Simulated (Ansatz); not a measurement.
Here is the system:

HfGeS:
```cif
data_Ge2Hf2S2
_chemical_formula_sum 'Hf2 Ge2 S2'
_space_group_name_H-M_alt 'P4/nmm :1'
_space_group_IT_number 129
_space_group_name_Hall 'P 4ab 2ab -1ab'
_cell_length_a 3.62082
_cell_length_b 3.62082
_cell_length_c 7.94760
_cell_angle_alpha 90.000
_cell_angle_beta 90.000
_cell_angle_gamma 90.000
loop_
_space_group_symop_operation_xyz
  'x, y, z'
  '-y+1/2, x+1/2, z'
  '-x, -y, z'
  'y+1/2, -x+1/2, z'
  'x+1/2, -y+1/2, -z'
  '-y, -x, -z'
  '-x+1/2, y+1/2, -z'
  'y, x, -z'
  '-x+1/2, -y+1/2, -z'
  'y, -x, -z'
  'x+1/2, y+1/2, -z'
  '-y, x, -z'
  '-x, y, z'
  'y+1/2, x+1/2, z'
  'x, -y, z'
  '-y+1/2, -x+1/2, z'
loop_
_atom_site_label
_atom_site_type_symbol
_atom_site_symmetry_multiplicity
_atom_site_Wyckoff_symbol
_atom_site_fract_x
_atom_site_fract_y
_atom_site_fract_z
_atom_site_occupancy
Hf1 Hf 2 c 0.50000 0.00000 0.27355 1
Ge1 Ge 2 a 0.00000 0.00000 0.00000 1
S1 S 2 c 0.00000 0.50000 0.37999 1
```

This is the r²SCAN-relaxed structure.

Task: All from DFT-r²SCAN in the program Ansatz with PAW potentials, unless another level is named. Estimate the electronic character.

Result: metallic (no gap).

Task: Give the density of states at the Fermi level.

Result: 0.06 states/eV per atom (mean over ±0.08 eV).

Task: Next, the formation energy from the elements (no fitted shifts)?

Result: -1.19 eV/atom.

The workflow started from a Materials Project entry (that database holds measured and hypothetical structures alike); the Crystallography Open Database files this formula in space group No. 129, but the cells were not matched. Its standing as an ambient phase is unchecked. The cell was relaxed with r²SCAN under the symmetry of its start; its stability against distortions is not shown here. No spin polarisation was allowed. The references are the lowest solids computed at this level, not always the standard phases. Spin–orbit coupling is left out wherever it is not named.

Potentials: the earlier of the program's two PAW sets.
